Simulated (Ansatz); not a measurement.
Given:

Al₂Cu:
Space group P4/mmm (No. 123); a = b = 4.0848 Å, c = 2.8465 Å, α = β = γ = 90.00°

```csv
atom,site,symmetry,x,y,z
Al,2e,mmm.,0.0000,0.5000,0.5000
Cu,1a,4/mmm,0.0000,0.0000,0.0000
```

This is the PBEsol-relaxed structure.

Q: All from PBEsol (plane waves, PAW; program Ansatz), unless another level is named. Predict the density of states at the Fermi level.

A: 0.28 states/eV per atom (mean over ±0.08 eV).

Q: What about the formation energy from the elements (no fitted shifts)?

A: -0.027 eV/atom.

The first step of the workflow began from a Materials Project structure, measured or hypothetical; the Crystallography Open Database copy checked does not list it. It is not the phase usual at ambient conditions (space group No. 140). The PBEsol relaxation kept the symmetry of its start; of distortions, only those at the zone centre were tested. No spin polarisation was allowed. Axis ratios of metals converge slowly with the k-mesh, so a and c are less sure than the volume. The references are the lowest solids computed at this level, not always the standard phases.

Potentials: the later of the program's two PAW sets.
